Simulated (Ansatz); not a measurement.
ZrSe₂ (CdI2 type, space group No. 164) at seven volumes, PBE+D3(BJ) (plane waves, PAW; program Ansatz), shape and atoms relaxed at each. One row is withheld.

| V (Å³/atom) | P (GPa) |
|---|---|
| 22.126 | 4.46 |
| 22.856 | 2.59 |
| 23.585 | 1.10 |
| 24.315 | 0.00 |
| 25.044 | ? |
| 25.774 | -1.40 |
| 26.503 | -1.78 |

Question: Fit the shown pressures and predict the withheld one.

Answer: P = (3/2)B₀(x^(7/2) − x^(5/2))[1 + (3/4)(B′ − 4)(x − 1)] with x = (V₀/V)^(2/3). Least squares on the six rows gives V₀ = 24.321 Å³/atom, B₀ = 31.4 GPa, B′ = 9.06. At V = 25.044, x = 0.9807 and P = -0.80 GPa. The run itself gave -0.84 GPa.

Space group P-3m1 (CdI2 type). The cell was relaxed with PBE+D3(BJ) under the symmetry of its start; of distortions, only those at the zone centre were tested. No spin polarisation was allowed.

Potentials: the later of the program's two PAW sets.
